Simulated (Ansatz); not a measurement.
NiP:
```
CELL_PARAMETERS angstrom
      4.84947     0.00000     0.00000
      0.00000     6.87390     0.00000
      0.00000     0.00000     5.99935
ATOMIC_POSITIONS crystal
  Ni 0.98466 0.10213 0.30664
  Ni 0.01534 0.89787 0.69336
  Ni 0.51534 0.89787 0.80664
  Ni 0.48466 0.10213 0.19336
  Ni 0.48466 0.39787 0.69336
  Ni 0.51534 0.60213 0.30664
  Ni 0.01534 0.60213 0.19336
  Ni 0.98466 0.39787 0.80664
  P  0.82584 0.38785 0.44351
  P  0.17416 0.61215 0.55649
  P  0.67416 0.61215 0.94351
  P  0.32584 0.38785 0.05649
  P  0.32584 0.11215 0.55649
  P  0.67416 0.88785 0.44351
  P  0.17416 0.88785 0.05649
  P  0.82584 0.11215 0.94351
```

Relaxed with r²SCAN.

Give the Bader charges and basin volumes of the independent atoms, r²SCAN in the plane-wave PAW code Ansatz.



| atom | Bader charge (e) | Bader volume (Å³) |
|---|---|---|
| Ni1 | +0.23 | 10.3 |
| P9 | -0.23 | 14.7 |

Space group Pbca. The first step of the workflow began from a Materials Project structure, measured or hypothetical; the Crystallography Open Database files this formula in space group No. 61, but the cells were not matched. Its standing as an ambient phase is unchecked. The r²SCAN relaxation kept the symmetry of its start; its stability against distortions is not shown here. The run is not spin-polarised.

Potentials: the later of the program's two PAW sets.
